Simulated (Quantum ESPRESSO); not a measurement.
## Moving one atom in Hf4RuTaTi2

These are calculations, not measurements. They come from Quantum ESPRESSO 7.5, a public plane-wave density functional program. Each row is one single-point run on a made-up periodic cell of eight metal atoms, with elements, volume, strain and displacements drawn at random and not relaxed, so a cell may be unstable or far from any real phase. There is no spin polarisation or spin-orbit coupling.

Settings: PBE unless stated; PseudoDojo standard norm-conserving files; Fermi-Dirac width 0.25 eV, which means electrons at about 2900 K; cutoff 1143 eV; 5 x 5 x 4 k mesh shifted half a step off Gamma. E is the free energy of the whole cell (internal energy minus TS), so a -TS column is already part of it. Stress is positive in tension, and the pressure P is minus a third of its trace.

Checks: one run of this series was repeated at a higher cutoff and on a denser mesh, which moved values by no more than 0.002 eV, 0.02 GPa and 0.003 eV/Å, and a second program with other atomic files agreed on it to 2 % rms in force and 0.5 GPa in pressure. Known limits: heavy elements are run without spin-orbit coupling, which real alloys of them have; a spin test at this wide smearing found no moment, but such smearing suppresses magnetism that the real alloy may have.

The lattice is face-centred cubic, and the cell vectors in Å are (-2.100, -4.201, -2.100); (-4.201, 2.100, 2.100); (0.000, 4.201, -4.201), a volume of 148.25 Å³. The elements on sites 1 to 8 are Ti Hf Ta Ti Hf Ru Hf Hf. The runs move the Ta atom on site 3 by u along z from its drawn, already displaced place and keep all else fixed. Forces are on that atom, and E is counted from run 4.

```
run,u (Å),Fx (eV/Å),Fy (eV/Å),Fz (eV/Å),P (GPa),E (meV)
1,-0.1741,0.541,1.219,1.168,9.19,111.5
2,-0.1112,?,?,?,?,?
3,-0.0736,0.530,1.118,0.683,8.85,19.1
4,-0.0424,0.532,1.089,0.544,8.78,0.0
5,0.0751,0.577,0.980,0.015,8.67,-33.2
6,0.1298,0.621,0.932,-0.254,8.69,-26.7
7,0.1956,0.696,0.875,-0.606,8.80,1.4
```

## Worked fit

A parabola through the runs shown gives Fz = 0.356 - 4.72 u - 0.7 u² eV/Å, with an error of 0.07 on the linear term and a scatter of 0.020 eV/Å. Minus its integral from run 1 to run 7 is -110 meV, and the table's energies differ by -110 meV.

## Withheld run

Question: what Fz should run 2 give?

The fit gives 0.872 ± 0.023 eV/Å. The calculation gave 0.856 eV/Å.
